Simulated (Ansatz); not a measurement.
ZnAg:
```yaml
crystal:
  lattice:
    - [3.14089, 0.00000, 0.00000]
    - [0.00000, 3.14089, 0.00000]
    - [0.00000, 0.00000, 3.14089]
  atoms:
    - { symbol: Ag, position: [0.00000, 0.00000, 0.00000] }
    - { symbol: Zn, position: [0.50000, 0.50000, 0.50000] }
```

Relaxed with r²SCAN.

Question: Map the electron localisation function on the plane through (0.000, 0.000, 0.000) spanned by u = [1, 0, 0] and v = [0, 1, 1] in lattice vectors, from DFT-r²SCAN in the program Ansatz with PAW potentials.

Answer: x is the fraction of u, y of v (the angle between them is 90°; rows are the nearest grid lines); atoms in the plane: Ag at (0.00, 0.00), Zn at (0.50, 0.50).
```
y \ x   0.000  0.0625  0.188  0.250  0.375  0.438  0.562  0.625  0.750  0.812  0.938   1.00
------  -----  ------  -----  -----  -----  -----  -----  -----  -----  -----  -----  -----
1.00    0.868   0.814  0.572  0.438  0.177  0.169  0.169  0.177  0.438  0.572  0.814  0.868
0.909   0.678   0.647  0.480  0.349  0.177  0.193  0.193  0.177  0.349  0.480  0.647  0.678
0.864   0.552   0.531  0.376  0.264  0.194  0.224  0.224  0.194  0.264  0.376  0.531  0.552
0.773   0.251   0.240  0.200  0.206  0.226  0.222  0.222  0.226  0.206  0.200  0.240  0.251
0.682   0.220   0.226  0.225  0.192  0.188  0.180  0.180  0.188  0.192  0.225  0.226  0.220
0.636   0.269   0.268  0.199  0.185  0.142  0.095  0.095  0.142  0.185  0.199  0.268  0.269
0.545   0.298   0.274  0.179  0.173  0.012  0.000  0.000  0.012  0.173  0.179  0.274  0.298
0.455   0.298   0.274  0.179  0.173  0.012  0.000  0.000  0.012  0.173  0.179  0.274  0.298
0.364   0.269   0.268  0.199  0.185  0.142  0.095  0.095  0.142  0.185  0.199  0.268  0.269
0.318   0.220   0.226  0.225  0.192  0.188  0.180  0.180  0.188  0.192  0.225  0.226  0.220
0.227   0.251   0.240  0.200  0.206  0.226  0.222  0.222  0.226  0.206  0.200  0.240  0.251
0.136   0.552   0.531  0.376  0.264  0.194  0.224  0.224  0.194  0.264  0.376  0.531  0.552
0.0909  0.678   0.647  0.480  0.349  0.177  0.193  0.193  0.177  0.349  0.480  0.647  0.678
0.000   0.868   0.814  0.572  0.438  0.177  0.169  0.169  0.177  0.438  0.572  0.814  0.868
```

The density is the valence pseudo-density with augmentation charge, so density and ELF within about 1 Å of a nucleus are not all-electron values.

Space group Pm-3m (CsCl type). The workflow started from an entry of the Crystallography Open Database (COD). Its standing as an ambient phase is unchecked. The cell was relaxed with r²SCAN under the symmetry of its start; whether a distortion lowers the energy is not shown. No spin polarisation was allowed.

Potentials: the later of the program's two PAW sets.
